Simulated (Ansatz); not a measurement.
The calculation used DFT PBE, scalar-relativistic, plane waves, PAW (Ansatz). Settings: cutoff 420 eV, Γ-centred meshes spaced at most about 0.3 Å⁻¹, and about 0.25 Å⁻¹ or finer for metals (2π included), Gaussian smearing. No spin polarisation in the final relaxations.

These are static total energies at zero pressure.

Two relaxed structures of Sc₂BP₃:

1.

```
Sc B P
1.0
     4.05149    0.00000    0.00000
     0.00000    3.28900    0.00000
    -2.03519    0.00000    6.96284
Sc B P
2 1 3
Direct
  0.51100 0.50000 0.24448
  0.99108 0.00000 0.75250
  0.60673 0.00000 0.97860
  0.38934 0.50000 0.61736
  0.11959 0.00000 0.39513
  0.88226 0.50000 0.01194
```

2.

```
Sc B P
1.0
     4.26389    0.00000    0.00000
    -2.13195    3.69264    0.00000
     0.00000    0.00000    8.87174
Sc B P
2 1 3
Direct
  0.66667 0.33333 0.50000
  0.33333 0.66667 0.00000
  0.33333 0.66667 0.50000
  0.33333 0.66667 0.30306
  0.33333 0.66667 0.69694
  0.66667 0.33333 0.00000
```

Question: Which is lower in energy, and by how much?

Answer: Cell 1 is lower, by 0.33 eV/atom. Cell 1 has space group Pm (No. 6), 15.5 Å³/atom and no gap on its mesh; cell 2 has space group P-6m2 (No. 187), 23.3 Å³/atom and no gap. Counting B or P atoms around Sc (for each partner element, those within 1.25 times its shortest distance or 1.15 times the sum of covalent radii, where it is the nearest in units of that sum or under 1.3; a slash parts the counts of unlike sites), cell 1 has Sc 9 and cell 2 has Sc 5/9. Cell 1 holds P–P chains (shortest 2.35 Å); in cell 2 the shortest P–P distance is 3.49 Å. The denser one is the lower, and pressure would at first widen the difference. Both come from invented guesses.

Cells relaxed within their symmetry can be saddle points.
